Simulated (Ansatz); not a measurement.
SnSb (rock salt)

```
CELL_PARAMETERS angstrom
      0.00000     3.01957     3.01957
      3.01957     0.00000     3.01957
      3.01957     3.01957     0.00000
ATOMIC_POSITIONS crystal
  Sn 0.50000 0.50000 0.50000
  Sb 0.00000 0.00000 0.00000
```

The slice is a {100} plane (indices of the conventional cell) through the point (0.500, 0.500, 0.500) (fractional), spanned by u = [100] and v = [0 1 -1] in vectors of this cell: u (4.27 Å) and v (4.27 Å, at 90° to u). It covers one period; positions are fractions (u, v).

These are LDA (plane waves to 420 eV, PAW, scalar-relativistic; Ansatz, an electronic-structure program) values and carry that method's errors. k mesh 13×13×13. Inside the PAW spheres the values are not all-electron values, and peaks at nuclei hang on which shells count as valence. SnSb was relaxed with its symmetry unable to fall. Spin-orbit coupling is left out, though Sb is heavy.

Problem. What is the valence density on the shortest Sn–Sb line in this plane (3.02 Å), at its minimum between the atoms?

Solution. 0.26 e/Å³.

Problem. The ELF has a maximum in the middle third of the Sn–Sb line. Where, and how high?

Solution. 0.57, 1.7 Å from Sn.

Problem. Predict the map of the electrostatic potential energy of an electron, from the cell's mean on the slice.

Solution. 
```
|xxxxxx -*%@@@@@%*- xxxxx|
|xxxxxx -*%%@@@%%*- xxxxx|
|xxxxx  =*#%%%%%#*=  xxxx|
|xxxx  -+*********+-  xxx|
|xxx  :=++=-:::-=++=:  xx|
|   .-=+=-       -=+=-.  |
|:--=++=:  xxxxx  :=++=--|
|*****+-  xxxxxxx  -+****|
|%%%#*=  xxxxxxxxx  =*#%%|
|@@%%*- xxxxxxxxxxx -*%%@|
|@@@%*: xxxxxxxxxxx :*%@@|
|@@@%*: xxxxxxxxxxx :*%@@|
|@@@%*: xxxxxxxxxxx :*%@@|
|@@%%*- xxxxxxxxxxx -*%%@|
|%%%#*=  xxxxxxxxx  =*#%%|
|*****+-  xxxxxxx  -+****|
|:--=++=:  xxxxx  :=++=--|
|   .-=+=-       -=+=-.  |
|xxx  :=++=-:::-=++=:  xx|
|xxxx  -+*********+-  xxx|
|xxxxx  =*#%%%%%#*=  xxxx|
|xxxxxx -*%%@@@%%*- xxxxx|
|xxxxxx -*%@@@@@%*- xxxxx|
|xxxxxx :*%@@@@@%*: xxxxx|
```
Scale: ten equal steps from -3.00 (start of ' ') to 5.93 (end of '@'), in the order ' .:-=+*#%@'. Values: electrostatic potential energy of an electron, from the cell's mean, in eV. The map has 24 points along u (one character each, u = 0 at the left) and 24 along v (v = 0 in the bottom row). Points within 1 Å of a nucleus are blanked (x), as the pseudised field means little there. Values under -3 eV are set to -3. The zero, the cell's mean, hangs on the PAW cores.
